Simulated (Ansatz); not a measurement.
AlN (wurtzite) was relaxed and computed twice in Ansatz (plane waves, PAW), once with HSE06 and once with PBE.

|  | run 1 | run 2 |
|---|---|---|
| cell | a = b = 3.105 Å, c = 4.969 Å, α = β = 90.00°, γ = 120.00° | a = 3.1303 Å, b = 3.1303 Å, c = 5.0181 Å, α = 90.00°, β = 90.00°, γ = 120.00° |
| gap (eV) | 5.62 | 4.03 |
| B₀ by P(V) fit (GPa) | 212 | 192 |

Task: Which run used which functional?

Result: Run 1 is HSE06, run 2 is PBE.

All cells were relaxed under the symmetry of their starts (and spin orders); stability against distortions was not tested throughout.

Potentials: the later of the program's two PAW sets.

Ansatz (a first-principles code) is a plane-wave DFT program.
